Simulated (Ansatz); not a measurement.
SrVO$_{3}$ (cubic perovskite, Pm-3m), DFT-PBE in the program Ansatz with PAW potentials, all energies at zero smearing, with the estimated change up to a 700 eV cutoff added, with one set of potentials and settings (totals compare only within such a set). Cell of 5 atoms (1 Sr, 1 V, 3 O): -8165.278 eV.

```csv
element,reference phase,E (eV/atom)
Sr,"C2/m, 3 atoms in the cell",-3544.2201
V,"Im-3m, 1 atoms in the cell",-2912.4140
O,"C2/m, 4 atoms in the cell, spin-polarised",-565.0000
```

Formation energy per atom, worked out: (-8165.278 − 1×(-3544.2201) − 1×(-2912.4140) − 3×(-565.0000))/5 = -2.729 eV/atom (-263 kJ per mol of atoms), at 0 K, without zero-point energy or fitted corrections.

The PBE relaxation kept the symmetry of its start. The workflow began spin-polarised and lost its moments. No Hubbard U is applied. The references are the lowest solids computed at this level, not always the standard phases (solids in place of the gases).

Potentials: the later of the program's two PAW sets.
